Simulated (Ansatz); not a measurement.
## What a trial cell of Cd4Se relaxes into

Theory: DFT PBE, scalar-relativistic, plane waves, PAW (Ansatz). Cutoff 420 eV, Gaussian smearing, Γ-centred meshes. Cell and atoms relax first on a coarse mesh and then on a finer one. In between, the cell is made exact in the group found at 0.06 Å. In metals the finer mesh still leaves noise of several meV/atom or more. The steps can't lower the symmetry of their start. No spin polarisation.

A trial structure of Cd4Se was built thus: random cell by space group and Wyckoff sites (P4/mmm, No. 123). The dimensions are guesses.

```
Cd Se
1.0
     6.22311    0.00000    0.00000
     0.00000    6.22311    0.00000
     0.00000    0.00000    3.71292
Cd Se
4 1
Cartesian
  4.8824 4.8824 0.0000
  1.3407 1.3407 0.0000
  1.3407 4.8824 0.0000
  4.8824 1.3407 0.0000
  0.0000 0.0000 1.8565
```

Formation energies are uncorrected and refer to the elements' standard structures at the same level.

Task: Describe the relaxed structure.

Result: The symmetry stays P4/mmm (No. 123). The volume per atom shrinks by 0.7 %, from 28.8 to 28.6 Å³. The shortest distance goes from 2.65 Å (Cd–Se) to 2.88 Å (Cd–Cd). The energy falls by about 0.65 eV/atom (the start's value is from the coarse mesh). Conventional cell: a = 6.121 Å, c = 3.813 Å. Cd has 2 Cd at 2.88 Å, 2 Se at 2.98 Å and 2 Cd at 3.24 Å; Se has 8 Cd at 2.98 Å and 2 Se at 3.81 Å.

```cif
data_structure
_symmetry_space_group_name_H-M 'P4/mmm'
_symmetry_Int_Tables_number 123
_cell_length_a 6.1210
_cell_length_b 6.1210
_cell_length_c 3.8126
_cell_angle_alpha 90.000
_cell_angle_beta 90.000
_cell_angle_gamma 90.000
_cell_volume 142.84
loop_
_atom_site_label
_atom_site_type_symbol
_atom_site_symmetry_multiplicity
_atom_site_Wyckoff_symbol
_atom_site_fract_x
_atom_site_fract_y
_atom_site_fract_z
_atom_site_occupancy
Cd1 Cd 4 j 0.73502 0.73502 0.00000 1
Se1 Se 1 b 0.00000 0.00000 0.50000 1
```

Task: Give its energy and gap.

Result: The formation energy is −0.02 eV/atom and the gap on the 6×6×10 mesh of the 5-atom cell is 0 eV (a metal).

The formation energy is too near zero to say whether this cell lies below the elements.

The last run used Gaussian smearing of 0.10 eV. For metals, differences of a few meV/atom aren't resolved. The reference form of Se is held partly by dispersion forces, which this level lacks. A structure relaxed within its symmetry needn't be a true minimum. In all, the 3 runs took 6.1 min on 1 thread of Arm Neoverse N1 (shared host).
